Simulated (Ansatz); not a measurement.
# Profile along the Eu–Eu line in Eu (bcc, W type)

Eu (bcc, W type)

```xyz
1
Lattice="-2.2250 2.2250 2.2250 2.2250 -2.2250 2.2250 2.2250 2.2250 -2.2250" Properties=species:S:1:pos:R:3 pbc="T T T"
Eu     0.0000     0.0000     0.0000
```

Fields along a shortest Eu–Eu line of a {211} plane (3.85 Å), from Eu to Eu, interpolated on the slice's grid (step about 0.2 Å). The numbers are results of r2SCAN (plane waves to 500 eV, PAW, scalar-relativistic; Ansatz, a first-principles code), not measurements. k mesh 15×15×15. These are valence fields of a PAW run, semicore shells included where kept as valence: close to a nucleus they are smooth pseudo fields. Eu was relaxed with its symmetry unable to fall. Relaxed Eu ends ferromagnetic. The PAW data are Ansatz's earlier set. The relaxed volume of Eu is well below the measured one. Other magnetic orders were not checked, so this need not be the ground state. The f-shell state is unchecked: a lower one may exist.

```tsv
distance from Eu (Å)	valence electron density (e/Å³)	spin density, up minus down (e/Å³)	electron localisation function	ELF of the up spins	ELF of the down spins
0.00	18.37	17.25	x	x	x
0.39	9.14	6.93	x	x	x
0.77	2.03	0.56	0.75	0.66	0.87
1.16	0.34	0.05	0.36	0.28	0.58
1.54	0.08	0.02	0.07	0.07	0.06
1.93	0.06	0.02	0.10	0.11	0.08
2.31	0.08	0.02	0.07	0.07	0.06
2.70	0.34	0.05	0.36	0.28	0.58
3.08	2.03	0.56	0.75	0.66	0.87
3.47	9.14	6.93	x	x	x
3.85	18.37	17.25	x	x	x
```

x: too close to a nucleus for the ELF to mean much.

Density on the Eu–Eu line (3.85 Å) at its midpoint: 0.06 e/Å³. ELF at that point: 0.10.
